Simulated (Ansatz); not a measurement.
Vibrational response of Cu₄Ru

Level of theory: DFT PBE, scalar-relativistic, plane waves, PAW in Ansatz 0.2.0. Plane waves to 420 eV; Γ-centred k mesh 12×12×1; Gaussian smearing of 0.10 eV. No spin polarisation. Phonons by linear response, acoustic sum rule imposed.

Equilibrium structure at this level:
```xyz
15
Lattice="2.6309 0.0000 0.0000 -1.3155 2.2785 0.0000 0.0000 0.0000 31.3486" Properties=species:S:1:pos:R:3 pbc="T T T"
Cu    0.0000    1.5190    8.4965
Cu    1.3155    0.7595   10.5472
Cu    1.3155    0.7595    4.3869
Cu    0.0000    1.5190   14.6487
Cu    1.3155    0.7595   16.6999
Cu    1.3155    0.7595   22.8521
Cu    0.0000    1.5190   20.8014
Cu    0.0000    1.5190   26.9617
Cu    0.0000    0.0000   24.9069
Cu    0.0000    0.0000   18.7515
Cu    0.0000    0.0000    6.4417
Cu    0.0000    0.0000   12.5971
Ru    0.0000    1.5190    2.1690
Ru    1.3155    0.7595   29.1796
Ru    0.0000    0.0000    0.0000
```

The structure comes from a proposed guess, relaxed at this level; another structure or a mixture of phases may lie lower. In a metal, frequencies depend on the k mesh and the smearing, soft modes most.

Question: Is this structure stable against zone-centre distortions?

Answer: Yes, at Γ: no optical mode is imaginary. Strains and other wave vectors aren't tested by this run.

Question: List the optical modes at Γ (i marks imaginary ones).

Answer:
```csv
frequency (THz),degeneracy
0.72,2
0.88,2
1.49,2
1.58,1
1.69,2
1.90,1
2.21,2
2.35,2
2.79,2
2.89,2
3.25,2
3.25,1
3.32,2
3.58,2
3.58,1
3.59,2
3.69,2
3.90,2
4.72,1
4.92,1
5.86,1
5.89,1
6.59,1
6.63,1
6.96,1
7.15,1
7.26,1
7.36,1
```
